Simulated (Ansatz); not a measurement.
## Every step of a relaxation of Ca3Hg

DFT, PBEsol, PAW with Ansatz's default frozen-core files, scalar-relativistic (Ansatz 0.2.0); a Γ-centred 7×7×7 k mesh, Fermi–Dirac smearing of 0.05 eV, no spin polarisation. The run relaxes cell and atoms at a target pressure of 0 GPa.

Command: `ansatz run input.yaml --threads 1 --pin off --max-ram 3072MiB --backend cpu --events-out ev --progress --plain --runs-dir out` It took 18 s on 1 thread of Arm Neoverse V1, with other jobs on the host, peak memory 0.38 GiB.

```yaml
crystal:
  lattice:
    - [5.100185, 0.0, 0.0]
    - [0.0, 5.100185, 0.0]
    - [0.0, 0.0, 5.100185]
  atoms:
    - { symbol: Ca, position: [0.5, 0.0, 0.0] }
    - { symbol: Ca, position: [0.0, 0.0, 0.5] }
    - { symbol: Ca, position: [0.0, 0.5, 0.0] }
    - { symbol: Hg, position: [0.5, 0.5, 0.5] }
kpoints:
  mp_grid: { grid: [7, 7, 7] }
scf:
  occupations: { method: fermi_dirac, width: 0.05 }
hamiltonian:
  xc: pbesol
  pseudopotentials: { kind: paw }
output:
  forces: true
  stress: true
relax:
  f_tol: 0.005
  max_steps: 50
  cell: {}
```

Each step lists its free energy a cell above the last geometry, the pressure, the cell vectors (Å), and Cartesian positions (Å) with forces (eV/Å).

The first step:

```
step 1  dF = 34.95 meV  P = -1.32 GPa
  cell 5.1002 0.0000 0.0000  0.0000 5.1002 0.0000  0.0000 0.0000 5.1002
  Ca 2.5501 0.0000 0.0000   0.0000 0.0000 0.0000
  Ca 0.0000 0.0000 2.5501   0.0000 0.0000 0.0000
  Ca 0.0000 2.5501 0.0000   0.0000 0.0000 0.0000
  Hg 2.5501 2.5501 2.5501   0.0000 0.0000 0.0000
```

Spin–orbit coupling is left out, which matters for the heavy atoms. The PAW files were made under PBE.

Where does the relaxation end, and by which steps?

After 4 geometries, with conventional a, b, c = 4.996, 4.996, 4.996 Å, at 31.171 Å³/atom (-6.01 % against the start) in space group Pm-3m, with a shortest distance of 3.533 Å. The further steps:
```
step 2  dF = 6.22 meV  P = -0.59 GPa
  cell 5.0387 0.0000 0.0000  0.0000 5.0387 0.0000  0.0000 0.0000 5.0387
  Ca 2.5194 0.0000 0.0000   0.0000 0.0000 0.0000
  Ca 0.0000 0.0000 2.5194   0.0000 0.0000 0.0000
  Ca 0.0000 2.5194 0.0000   0.0000 0.0000 0.0000
  Hg 2.5194 2.5194 2.5194   0.0000 0.0000 0.0000
step 3  dF = 0.05 meV  P = 0.06 GPa
  cell 4.9915 0.0000 0.0000  0.0000 4.9915 0.0000  0.0000 0.0000 4.9915
  Ca 2.4958 0.0000 0.0000   0.0000 0.0000 0.0000
  Ca 0.0000 0.0000 2.4958   0.0000 0.0000 0.0000
  Ca 0.0000 2.4958 0.0000   0.0000 0.0000 0.0000
  Hg 2.4958 2.4958 2.4958   0.0000 0.0000 0.0000
step 4  dF = 0.00 meV  P = 0.00 GPa
  cell 4.9958 0.0000 0.0000  0.0000 4.9958 0.0000  0.0000 0.0000 4.9958
  Ca 2.4979 0.0000 0.0000   0.0000 0.0000 0.0000
  Ca 0.0000 0.0000 2.4979   0.0000 0.0000 0.0000
  Ca 0.0000 2.4979 0.0000   0.0000 0.0000 0.0000
  Hg 2.4979 2.4979 2.4979   0.0000 0.0000 0.0000
step 5  dF = 0.42 meV  P = 0.00 GPa  (same geometry on a basis chosen anew; earlier energies don't compare to the last digit)
  cell 4.9958 0.0000 0.0000  0.0000 4.9958 0.0000  0.0000 0.0000 4.9958
  Ca 2.4979 0.0000 0.0000   0.0000 0.0000 0.0000
  Ca 0.0000 0.0000 2.4979   0.0000 0.0000 0.0000
  Ca 0.0000 2.4979 0.0000   0.0000 0.0000 0.0000
  Hg 2.4979 2.4979 2.4979   0.0000 0.0000 0.0000
```
